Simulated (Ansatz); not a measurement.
Trial structure of Li2WO3, not yet relaxed:

```yaml
crystal:
  lattice:
    - [4.76105, 0.00000, 0.00000]
    - [-2.38052, 4.12319, 0.00000]
    - [0.00000, 0.00000, 3.37460]
  atoms:
    - { symbol: Li, position: [0.33333, 0.66667, 0.00000] }
    - { symbol: Li, position: [0.66667, 0.33333, 0.00000] }
    - { symbol: W, position: [0.00000, 0.00000, 0.00000] }
    - { symbol: O, position: [0.50000, 0.00000, 0.50000] }
    - { symbol: O, position: [0.00000, 0.50000, 0.50000] }
    - { symbol: O, position: [0.50000, 0.50000, 0.50000] }
```

Method: DFT PBE, scalar-relativistic, plane waves, PAW (Ansatz 0.2.0). Cutoff 420 eV; k points 6×6×6 on the computed 6-atom cell (Γ-centred); Gaussian smearing, width 0.10 eV; no spin polarisation.

The zero of energy is the elements' standard structures at the same level (O₂ as a molecule); no fitted shifts are applied.

Question: Estimate its pressure, forces and energy as it stands.

Answer: The pressure is -17.7 GPa (the mean over three directions, positive in compression), the largest force is 0.00 eV/Å (symmetry fixes the atoms), and the energy is +0.43 eV/atom against the elements. The shortest distance is 2.18 Å.

Question: Is it a good guess?

Answer: A rough one: relaxing gains about 0.59 eV/atom (the start's value is from the coarse mesh, so the gain is rough) in 18 ionic steps and ends at −0.17 eV/atom on the finer mesh. The symmetry stays P6/mmm (No. 191). The volume per atom shrinks by 21.5 %, from 11.0 to 8.7 Å³. The shortest distance goes from 2.18 Å (Li–O) to 1.90 Å (Li–O). The ratio c/a of the conventional cell changes by a factor of 0.77. Conventional cell: a = 4.796 Å, c = 2.610 Å. Li has 6 O at 1.90 Å, 2 Li at 2.61 Å, 3 W at 2.77 Å and 3 Li at 2.77 Å; W has 2 W at 2.61 Å, 12 O at 2.73 Å and 6 Li at 2.77 Å; O has 4 Li at 1.90 Å, 4 O at 2.40 Å, 2 O at 2.61 Å and 4 W at 2.73 Å.

The last run used a 9×9×14 mesh (in the run's order of axes) for its 6-atom cell and Gaussian smearing of 0.10 eV. These runs have no spin–orbit coupling, which can matter for W. The cell is a metal run without spin; a magnetic state may lie lower. The relaxation can't lower the symmetry of the start, and the grade says only how near the guess is to its own end. A structure relaxed within its symmetry needn't be a true minimum.
